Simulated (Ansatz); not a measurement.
TaAs:
```
TaAs
1.0
   -1.70257     1.70257     5.75439
    1.70257    -1.70257     5.75439
    1.70257     1.70257    -5.75439
Ta As
2 2
Direct
  0.99899   0.99899   0.00000
  0.74899   0.24899   0.50000
  0.41701   0.41701   0.00000
  0.16701   0.66701   0.50000
```

Relaxed with LDA.

Question: Decompose the optical modes at the zone centre into irreducible representations, and say which are infrared and Raman allowed.

Answer: Point group 4mm: Γ_opt = A1 + 2B1 + 3E. Infrared: A1, E. Raman: A1, B1, E.

Question: Assign frequencies (DFPT, DFT-LDA in the program Ansatz with PAW potentials).

Answer: E 129, B1 172, E 236, A1 253, B1 263, E 266 cm⁻¹.

Subscripts of B labels follow the axes of the standard setting.

Space group I4_1md. The LDA relaxation kept the symmetry of its start; of distortions, only those at the zone centre were tested. The run is not spin-polarised. A small band overlap can be real or an error of a semilocal functional. As this level gives no gap, phonon frequencies hold no LO–TO term and depend on the k-mesh and smearing (Fermi–Dirac, 0.1 eV here). Spin–orbit coupling is left out wherever it is not named.

Potentials: the later of the program's two PAW sets.
